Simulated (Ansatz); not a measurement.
## LuSi2Rh2: levels along high-symmetry lines

```yaml
crystal:
  lattice:
    - [-2.00265, 2.00265, 4.92535]
    - [2.00265, -2.00265, 4.92535]
    - [2.00265, 2.00265, -4.92535]
  atoms:
    - { symbol: Lu, position: [0.00000, 0.00000, 0.00000] }
    - { symbol: Si, position: [0.62038, 0.62038, 0.00000] }
    - { symbol: Si, position: [0.37962, 0.37962, 0.00000] }
    - { symbol: Rh, position: [0.75000, 0.25000, 0.50000] }
    - { symbol: Rh, position: [0.25000, 0.75000, 0.50000] }
```

Atoms are numbered in the order listed.

Structure from Materials Project entry mp-3108 (possibly hypothetical), not relaxed further.

Spin polarisation is left out, and whether a magnetic state lies lower isn't shown here.

No spin–orbit coupling, which matters for the heavy atoms here.

Computed with DFT, PBEsol, all-electron LAPW, scalar-relativistic in Ansatz 0.2.0.

Settings: a Γ-centred 11×11×11 k mesh, Fermi–Dirac smearing of 0.08 eV, basis error target 0.5 meV/atom, no spin polarisation.

Points in fractions of the reciprocal vectors of this cell: Γ (0, 0, 0), X (0, 0, 0.5), P (0.25, 0.25, 0.25), N (0, 0.5, 0), M (0.5, 0.5, -0.5), S (0.291, 0.709, -0.291), S0 (-0.291, 0.291, 0.291). The path joins them by straight lines in the order Γ–X–P–N–Γ–M–S–S0–Γ; legs that retrace an earlier one aren't tabulated. Energies are in eV from the Fermi level.

List the levels at M between -5 and 5 eV.

-4.97 (×2), -4.95 (×2), -4.93, -4.92 (×2), -4.75, -3.94, -3.20, -2.91 (×2), -1.23, -0.53 (×2), -0.15, 0.06, 1.55, 2.59, 3.52, 3.83 (×2), 4.48.

List the levels at P between -5 and 5 eV.

-4.94 (×2), -4.92 (×3), -4.92, -4.89, -3.92, -3.83, -3.74 (×2), -3.28 (×2), -2.60, -1.86, -1.83, -1.72 (×2), 0.76 (×2), 3.30, 3.35, 4.90.

List the levels at S0 between -5 and 5 eV.

-5.00, -4.97, -4.94, -4.94, -4.93, -4.92, -4.86, -4.44, -4.26, -4.24, -3.74, -3.52, -2.92, -2.66, -2.63, -2.60, 0.00, 0.11, 0.84, 2.59, 3.06, 3.69, 4.35, 4.97.

What is the band gap?

none: with an odd electron count and no spin polarisation the bands can't all be full, a metal in this set-up (spin order or a larger cell could open a gap).
